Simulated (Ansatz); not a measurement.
MoSeS:
```
CELL_PARAMETERS angstrom
      3.18308     0.00000     0.00000
     -1.59154     2.75663     0.00000
      0.00000     0.00000    12.40817
ATOMIC_POSITIONS crystal
  Mo 0.33333 0.66667 0.00000
  Mo 0.66667 0.33333 0.50000
  Se 0.33333 0.66667 0.63553
  Se 0.33333 0.66667 0.36447
  S  0.66667 0.33333 0.12362
  S  0.66667 0.33333 0.87638
```

Relaxed with LDA. Special points in fractions of this cell's reciprocal vectors: Γ (0.000, 0.000, 0.000); M (0.500, 0.000, 0.000); K (0.333, 0.333, 0.000); A (0.000, 0.000, 0.500); L (0.500, 0.000, 0.500); H (0.333, 0.333, 0.500).

Problem. List the band energies nearest the valence-band maximum at these points for the program Ansatz at the LDA level (PAW).

Solution. In eV from the valence-band maximum; about four levels below and three above (degenerate sets whole), none deeper than 8.9 eV; points with the same levels are listed once.

| k | below | above |
|---|---|---|
| Γ | -1.22 -1.22 -0.94 0.00 | 1.87 1.87 2.18 2.18 |
| M | -1.95 -1.56 -1.09 -0.65 | 1.33 1.80 2.03 |
| K | -2.67 -2.46 -0.97 -0.26 | 0.69 1.55 1.58 |
| A | -1.22 -1.22 -0.29 -0.18 | 1.87 1.87 2.19 2.19 |
| L | -1.94 -1.53 -1.10 -0.67 | 1.32 1.88 2.02 |
| H | -2.98 -2.64 -0.97 -0.31 | 0.69 1.60 2.06 |

Space group P-6m2. The first step of the workflow began from a Materials Project structure, measured or hypothetical; the Crystallography Open Database copy checked does not list it. With Se and S taken as one species the cell has the higher symmetry P6_3/mmc, so it may be an ordered model of a mixed-site phase. Its standing as an ambient phase is unchecked. The LDA relaxation kept the symmetry of its start; whether a distortion lowers the energy is not shown. No spin polarisation was allowed. A crystal of weakly bound layers computed without a dispersion correction: the cell and the soft elastic constants depend strongly on that. Scalar-relativistic: spin–orbit coupling is off unless named, which matters more the heavier the elements.

Potentials: the later of the program's two PAW sets.
